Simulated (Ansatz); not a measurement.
Collinear states of FeNi$_{3}$

These are results of Ansatz 0.2.0, DFT PBEsol, scalar-relativistic, plane waves, PAW, not measurements.

```cif
data_structure
_symmetry_space_group_name_H-M 'P 1'
_symmetry_Int_Tables_number 1
_cell_length_a 4.3328
_cell_length_b 4.3328
_cell_length_c 4.3328
_cell_angle_alpha 131.865
_cell_angle_beta 131.865
_cell_angle_gamma 70.443
_cell_volume 44.21
loop_
_atom_site_label
_atom_site_type_symbol
_atom_site_fract_x
_atom_site_fract_y
_atom_site_fract_z
_atom_site_occupancy
Fe1 Fe 0.00000 0.00000 0.00000 1
Ni1 Ni 0.50000 0.50000 0.00000 1
Ni2 Ni 0.75000 0.25000 0.50000 1
Ni3 Ni 0.25000 0.75000 0.50000 1
```

The plane-wave cutoff is 420 eV and the Γ-centred k-mesh is 16×16×16. The occupation rule is Gaussian smearing, 0.1 eV and the list of starting moments (μB, in atom order) is 4 2 2 2. The check for lower electronic states after the SCF is off.

All runs keep this geometry, which isn't relaxed for the lowest state (largest force there 0.000 eV/Å, pressure -8.6 GPa) and needn't be a stable compound; relaxing each order would shift the differences by some 50 meV/atom, going by the pressures and a bulk modulus of about 150 GPa. Signs run over the atoms with starting moments. The large starts are 5 3.5 3.5 3.5 μB. The small starts are 0.5 0.5 0.5 0.5 μB. Site moments are spin moments in atom-centred spheres that scale with the neighbour distance. The states are those that the runs reached from these starts; a lower one can exist.

**Question.** Starts tried: no spin; ferromagnetic; large parallel starting moments; ferrimagnetic in the cell, signs ++--; ferrimagnetic in the cell, signs +---; ferrimagnetic in the cell, signs +++-; small parallel starting moments. Which state comes out lowest, and what are the moments?

**Answer.** The lowest state is ferromagnetic, reached from every spin-polarised start, with site moments (μB) Fe +2.81, Ni +0.62, Ni +0.65 (×2).

| start | ends | energy above lowest (meV/atom) | site moments (μB) | gap on mesh (eV) | P (GPa) |
| --- | --- | --- | --- | --- | --- |
| no spin | non-magnetic | 216 | none over 0.05 | metal | -16.8 |
| ferromagnetic | ferromagnetic | 0.00 | Fe +2.81, Ni +0.62, Ni +0.65 (×2) | metal | -8.6 |
| large parallel starting moments | ferromagnetic | 0.00 | Fe +2.81, Ni +0.62, Ni +0.65 (×2) | metal | -8.6 |
| ferrimagnetic in the cell, signs ++-- | ferromagnetic | 0.00 | Fe +2.81, Ni +0.62, Ni +0.65 (×2) | metal | -8.6 |
| ferrimagnetic in the cell, signs +--- | ferromagnetic | 0.00 | Fe +2.81, Ni +0.62, Ni +0.65 (×2) | metal | -8.6 |
| ferrimagnetic in the cell, signs +++- | ferromagnetic | 0.00 | Fe +2.81, Ni +0.62, Ni +0.65 (×2) | metal | -8.6 |
| small parallel starting moments | ferromagnetic | 0.00 | Fe +2.81, Ni +0.62, Ni +0.65 (×2) | metal | -8.6 |

Cost: 7 runs of about 16 core-minutes in all, on Arm Neoverse V2 (shared hosts).